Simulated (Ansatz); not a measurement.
An Ansatz input:

```yaml
crystal:
  lattice:
    - [4.2110313054, 0.0, 0.0]
    - [-2.1055156527, 3.6468600866, 0.0]
    - [0.0, 0.0, 2.5282732601]
  atoms:
    - { symbol: Cu, position: [1.0, 1.0, 0.0] }
    - { symbol: Cu, position: [0.3333333333, 0.6666666667, 0.5] }
    - { symbol: Cu, position: [0.6666666667, 0.3333333333, 0.5] }
hamiltonian:
  xc: blyp
  pseudopotentials:
    kind: paw
    azcp:
      Cu: "pseudopotentials/Cu.paw.azcp"
basis:
  ecutwfc: 420
  fft_grid_basis: typed
kpoints:
  mp_grid: { grid: [10, 10, 14], shift: [0, 0, 0] }
magnetization:
  spin_polarized: false
scf:
  occupations: { method: fermi_dirac, width: 0.1 }
  lower_state_search: "off"
output:
  stress: true
```

Terminal output

```
Engine: ansatz 0.2.0, aarch64-unknown-linux-gnu
Pseudopotentials: kind: paw
Pseudopotential: Cu, paw, valence charge 19, recommended cutoff 420 eV (normal) 
Functional definition: BLYP
  parameter beta = 0.0042
  parameter a = 0.04918
  parameter b = 0.132
  parameter c = 0.2533
  parameter d = 0.349
  exchange = b88_x(beta = beta)
  correlation = lyp_c(a = a, b = b, c = c, d = d)
Crystal: 3 atoms, lattice volume = 38.827 Å³
Basis set: ecut = 420 eV, 747 PW (Γ), exchange–correlation on 60×60×36 points (8 copies of the dense FFT grid, shifted against one another)
Bands: 33, of which v1, the nominal top of the filled ones, is band 29 counted from 1 (28 counted from 0)
Symmetry: 24 space group operations
Space group: P6/mmm (ITA 191), of the structure as read, at distance tolerance 3.4e-5 Å
k-points: 112 of 1400
Non-local potential: Cu, projectors of the file, l = 0: 3, l = 1: 2, l = 2: 3, l = 3: 1
PAW form: soft (Blöchl's): semilocal exchange-correlation on the pseudo side does not see the compensation charge
PAW frozen core: Cu, regenerated for the run's functional, and the local potential with it (the file was generated under x = pbe(κ = 0.804, μ = 0.2195149727645171), c = pbe(β = 0.06672455060314922))
PAW one-centre angular grid: Cu, 590 points (default); XC on 64 Gauss nodes
Initial density: superposition of atomic densities (neutral atoms: chi_scale 0, normalization atom), corrected by the library's trained network
Initial wavefunctions: pseudopotential atomic-orbital guess
Functional: x = b88, c = lyp
SCF iter   1: F=—  HF=-19902.388133 eV  |F-HF|=—  |Δ(HF+E_count)|=         —  Δρ=1.81e-2  dr2=9.40e-2  ethr=1.77e-3  ⟨swp⟩=4.8  Hψ=11857  notcnv=0
SCF iter   2: F=—  HF=-19902.378095 eV  |F-HF|=—  |Δ(HF+E_count)|=   1.00e-2  Δρ=8.95e-3  dr2=2.71e-2  ethr=1.65e-4  ⟨swp⟩=1.5  Hψ=4676  notcnv=0
SCF iter   3: F=—  HF=-19902.374676 eV  |F-HF|=—  |Δ(HF+E_count)|=   3.42e-3  Δρ=3.43e-3  dr2=3.01e-3  ethr=4.75e-5  ⟨swp⟩=1.0  Hψ=3686  notcnv=0
SCF iter   4: F=—  HF=-19902.373978 eV  |F-HF|=—  |Δ(HF+E_count)|=   6.97e-4  Δρ=3.46e-4  dr2=1.67e-5  ethr=5.29e-6  ⟨swp⟩=2.0  Hψ=5371  notcnv=0
SCF iter   5: F=—  HF=-19902.374076 eV  |F-HF|=—  |Δ(HF+E_count)|=   9.72e-5  Δρ=4.11e-4  dr2=3.44e-5  ethr=2.93e-8  ⟨swp⟩=2.0  Hψ=6919  notcnv=0
SCF iter   6: F=—  HF=-19902.374066 eV  |F-HF|=—  |Δ(HF+E_count)|=   9.35e-6  Δρ=3.59e-5  dr2=2.81e-7  ethr=2.93e-8  ⟨swp⟩=2.0  Hψ=5955  notcnv=0
SCF iter   7: F=-19902.374067 eV  HF=-19902.374067 eV  |F-HF|=1.65e-8  |Δ(HF+E_count)|=   3.31e-7  Δρ=7.10e-6  dr2=1.04e-8  ethr=1.75e-10  ⟨swp⟩=4.1  Hψ=13539  notcnv=0
SCF 1 converged in 7 iterations: F = -19902.374067 eV  dr2 = 1.04e-8
SCF converged after 7 iterations
Free energy (F): -19902.374067 eV
Harris-Foulkes:  -19902.374067 eV  (|F-HF|=1.65e-8)
Internal energy: -19902.342822 eV  (E = F + TS)
E sigma→0 (E₀):  -19902.358444 eV
Entropy (-TS):   -0.031244 eV (-10.415 meV/atom)
Fermi energy:    15.375648 eV
--- Per-component energies (eV) ---
  E_band       = -1146.439327
  E_kinetic    = 900.184496
  E_local      = -12681.233876  (includes V_loc(G=0)·N_el)
  E_nonlocal   = 1159.135968
  E_hartree    = 5588.236683
  E_xc         = -263.274926
  E_vxc        = -338.588166  (∫ρ·V_xc dr)
  E_paw        = -5027.999320  (= ΣΔE_a)
  E_vpaw       = -1362.397417  (= ΣTr[D̂ρ^β])
  E_aug_tail   = 0.000855  (compensation charges beyond the density's cutoff)
  E_ewald      = -9577.394111
  E_core_change = 0.001408  (= ΣΔE_core)
  E_smearing   = -0.031244  (= −TS)
  E_closure    = -0.000000  (closes the sum)
  Σ components = -19902.374067   (vs F -19902.374067, Δ=0.00e0)
--- Stress (GPa, compression-positive) ---
        0.124144      -0.000000       0.000000
       -0.000000       0.124144       0.000000
        0.000000       0.000000      -0.221394
  P = ⅓ Tr σ = 0.0090 GPa (0.090 kbar)
```
